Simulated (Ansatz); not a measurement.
This guess for LiSe4 is about to be relaxed.

```yaml
crystal:
  lattice:
    - [5.79036, -2.45607, 0.00000]
    - [5.79036, 2.45607, 0.00000]
    - [0.00000, 0.00000, 3.71215]
  atoms:
    - { symbol: Li, position: [0.68965, 0.31035, 0.50000] }
    - { symbol: Se, position: [0.09000, 0.21070, 0.25000] }
    - { symbol: Se, position: [0.41000, 0.89070, 0.75000] }
    - { symbol: Se, position: [0.10930, 0.59000, 0.25000] }
    - { symbol: Se, position: [0.78930, 0.91000, 0.75000] }
```

The calculation used DFT PBE, scalar-relativistic, plane waves, PAW (Ansatz 0.2.0). Cutoff 420 eV, Gaussian smearing, Γ-centred meshes. Cell and atoms relax first on a coarse mesh and then on a finer one. In between, the cell is made exact in the group found at 0.06 Å. In metals the finer mesh still leaves noise of several meV/atom or more. The steps can't lower the symmetry of their start. No spin polarisation.

A guess keeps its type if space group and coordination stay and the shape of the cell changes little (axis ratios within about 15 %, angles within 6°); the volume may change.

**Question.** Will the relaxed cell still be of the starting type?

**Answer.** It doesn't keep its type. The symmetry stays C2 (No. 5). The volume per atom grows by 23.8 %, from 21.1 to 26.1 Å³. The shortest distance goes from 2.32 Å (Li–Se) to 2.38 Å (Se–Se). Counting neighbours within 15 % of an atom's shortest distance, the start has Li 2, Se 3/4 and the end Li 4, Se 3. In detail, at the end Li is surrounded by 4 Se at 2.61 Å; Se on its first site is surrounded by 1 Se at 2.38 Å, 1 Li at 2.61 Å and 1 Se at 2.74 Å; Se on its second site has 1 Se at 2.38 Å, 1 Li at 2.61 Å and 1 Se at 2.74 Å.

```cif
data_structure
_symmetry_space_group_name_H-M 'C2'
_symmetry_Int_Tables_number 5
_cell_length_a 10.5767
_cell_length_b 4.5482
_cell_length_c 5.4362
_cell_angle_alpha 90.000
_cell_angle_beta 90.907
_cell_angle_gamma 90.000
_cell_volume 261.47
loop_
_atom_site_label
_atom_site_type_symbol
_atom_site_symmetry_multiplicity
_atom_site_Wyckoff_symbol
_atom_site_fract_x
_atom_site_fract_y
_atom_site_fract_z
_atom_site_occupancy
Li1 Li 2 b 0.00000 0.61770 0.50000 1
Se1 Se 4 c 0.14103 0.02384 0.70492 1
Se2 Se 4 c 0.13790 0.21144 0.29548 1
```

The last run used a 10×10×8 mesh (in the run's order of axes) for its 5-atom cell and Gaussian smearing of 0.10 eV. No dispersion correction is applied, so the spacing and binding between layers, chains or molecules are poorly described. An odd number of electrons in the primitive cell allows no gap without spin; a larger cell or a magnetic state could open one. Symmetry constrained the relaxation, so the result can be a saddle point.

In counts of neighbours, a slash parts the counts of unlike sites.
